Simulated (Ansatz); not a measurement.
Cs₂NbF₆ in space group P-3m1 (No. 164; Cs on 2d, Nb on 1a, F on 6i) at seven volumes, the program Ansatz at the PBEsol level (PAW), shape and atoms relaxed at each. One row is withheld.

| V (Å³/atom) | P (GPa) |
|---|---|
| 17.310 | 3.01 |
| 17.881 | 1.78 |
| 18.452 | 0.83 |
| 19.022 | 0.00 |
| 19.593 | -0.61 |
| 20.164 | -1.08 |
| 20.734 | ? |

Fit the shown pressures and predict the withheld one.

P = (3/2)B₀(x^(7/2) − x^(5/2))[1 + (3/4)(B′ − 4)(x − 1)] with x = (V₀/V)^(2/3). Least squares on the six rows gives V₀ = 19.039 Å³/atom, B₀ = 23.1 GPa, B′ = 6.72. At V = 20.734, x = 0.9447 and P = -1.47 GPa. The run itself gave -1.40 GPa.

The first step of the workflow began from a Materials Project structure, measured or hypothetical; the Crystallography Open Database files this formula in space group No. 164, but the cells were not matched. Whether it is the stable phase at ambient conditions was not checked. Symmetry was held in the PBEsol relaxation; whether a distortion lowers the energy is not shown. The final state is ferromagnetic, chosen from 4 collinear starts compared on coarse meshes (ties went to the first, and starts can fall back to one state), not a proven ground state. No Hubbard U is applied. Scalar-relativistic: spin–orbit coupling is off unless named, which matters more the heavier the elements.

Potentials: the later of the program's two PAW sets.
